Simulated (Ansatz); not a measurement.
A relaxation computed with Ansatz, from input to last step.

```yaml
crystal:
  lattice:
    - [-1.5917776927, 1.5917776927, 1.5917776927]
    - [1.5917776927, -1.5917776927, 1.5917776927]
    - [1.5917776927, 1.5917776927, -1.5917776927]
  atoms:
    - { symbol: W, position: [0.0, 0.0, 0.0] }
basis:
  ecutwfc: 420
kpoints:
  mp_grid: { grid: [18, 18, 18] }
hamiltonian:
  xc: pbe
  dispersion: d3bj
scf:
  occupations: { method: gaussian, width: 0.1 }
output:
  forces: true
  stress: true
  eigenvalues: true
  write_density: true
  write_potential: true
  elf: true
  volumetric_format: npy
relax:
  adjacent_minimum: "off"
  f_tol: 0.005
  max_steps: 50
  cell: { stress_tol: 0.05 }
```

```bash
ansatz run input.yaml --threads 1 --pin off --max-ram 2560MiB --backend cpu --events-out ev --progress --plain --runs-dir out
```

These are results of DFT PBE+D3(BJ), scalar-relativistic, plane waves, PAW in Ansatz, not measurements.

Of 5 frames 5 are shown, positions in Å and forces in eV/Å; the SCF threshold varies from step to step. Steps run on the plane waves of an earlier cell, with a Pulay correction in the pressure. The basis is chosen afresh for the last frame, the zero of the energies, and at times for earlier ones too; energy and pressure step there, also at an unchanged geometry. The mark taken_back stands on steps that the optimiser undid.

```xyz
1
Lattice="-1.5918 1.5918 1.5918 1.5918 -1.5918 1.5918 1.5918 1.5918 -1.5918" Properties=species:S:1:pos:R:3:forces:R:3 pbc="T T T" step=1 free_energy_over_end_meV_per_atom=8.16 pressure_GPa=-7.02
W     0.0000    0.0000    0.0000    0.0000    0.0000    0.0000
1
Lattice="-1.5445 1.5445 1.5445 1.5445 -1.5445 1.5445 1.5445 1.5445 -1.5445" Properties=species:S:1:pos:R:3:forces:R:3 pbc="T T T" step=2 free_energy_over_end_meV_per_atom=75.52 pressure_GPa=25.02 taken_back
W     0.0000    0.0000    0.0000    0.0000    0.0000    0.0000
1
Lattice="-1.5809 1.5809 1.5809 1.5809 -1.5809 1.5809 1.5809 1.5809 -1.5809" Properties=species:S:1:pos:R:3:forces:R:3 pbc="T T T" step=3 free_energy_over_end_meV_per_atom=-0.07 pressure_GPa=-0.75
W     0.0000    0.0000    0.0000    0.0000    0.0000    0.0000
1
Lattice="-1.5797 1.5797 1.5797 1.5797 -1.5797 1.5797 1.5797 1.5797 -1.5797" Properties=species:S:1:pos:R:3:forces:R:3 pbc="T T T" step=4 free_energy_over_end_meV_per_atom=-0.17 pressure_GPa=-0.01
W     0.0000    0.0000    0.0000    0.0000    0.0000    0.0000
1
Lattice="-1.5797 1.5797 1.5797 1.5797 -1.5797 1.5797 1.5797 1.5797 -1.5797" Properties=species:S:1:pos:R:3:forces:R:3 pbc="T T T" step=5 free_energy_over_end_meV_per_atom=0.00 pressure_GPa=-0.01
W     0.0000    0.0000    0.0000    0.0000    0.0000    0.0000
```

Time: 5.7 s on 1 thread of Intel(R) Xeon(R) 6975P-C (Granite Rapids), with other jobs on the host, peak memory 0.37 GiB.

Spin–orbit coupling is left out, which can shift energies with elements as heavy as these.